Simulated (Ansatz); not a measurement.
This cell of Ni3Si (Cu3Au type) is off equilibrium:

```yaml
crystal:
  lattice:
    - [3.46107, 0.00000, 0.00000]
    - [0.00000, 3.46107, 0.00000]
    - [0.00000, 0.00000, 3.46107]
  atoms:
    - { symbol: Si, position: [0.00000, 0.00000, 0.00000] }
    - { symbol: Ni, position: [0.00000, 0.50000, 0.50000] }
    - { symbol: Ni, position: [0.50000, 0.00000, 0.50000] }
    - { symbol: Ni, position: [0.50000, 0.32375, 0.00000] }
```

Computed with PBEsol (plane waves to 420 eV, PAW, scalar-relativistic; Ansatz, a program for electronic structure). k mesh 11×11×11 (Γ-centred), Fermi-Dirac smearing 0.05 eV. E stands for the smeared free energy. Stress and pressure are positive under compression. With partly filled bands, energies and forces of such displacements shift with the k mesh and the smearing. At this level the bands of Ni3Si touch or barely overlap. Ni3Si is run without spin polarisation. Ni3Si was relaxed with its symmetry unable to fall.

**Question.** What forces act on the atoms (eV/Å, Cartesian)?

**Answer.** 
```json
[
 {"atom": "Si1", "Fx": "0.000", "Fy": "-3.063", "Fz": "0.000"},
 {"atom": "Ni2", "Fx": "0.000", "Fy": "0.374", "Fz": "0.000"},
 {"atom": "Ni3", "Fx": "0.000", "Fy": "-4.406", "Fz": "0.000"},
 {"atom": "Ni4", "Fx": "0.000", "Fy": "7.095", "Fz": "0.000"}
]
```

**Question.** Give the stress tensor in GPa and the pressure.

**Answer.** 
```
   24.4      0.0      0.0
    0.0     19.5      0.0
    0.0      0.0     35.4
```
The pressure, a third of the trace, is 26.4 GPa.

**Question.** In it atom 4 sits (0.000, -0.610, 0.000) Å away from its relaxed site. What is its energy relative to the relaxed cell?

**Answer.** 2008 meV/cell.

(A displaced cell: forces are minus the slopes of the energy, force constants its curvatures, and phonons follow from these.)
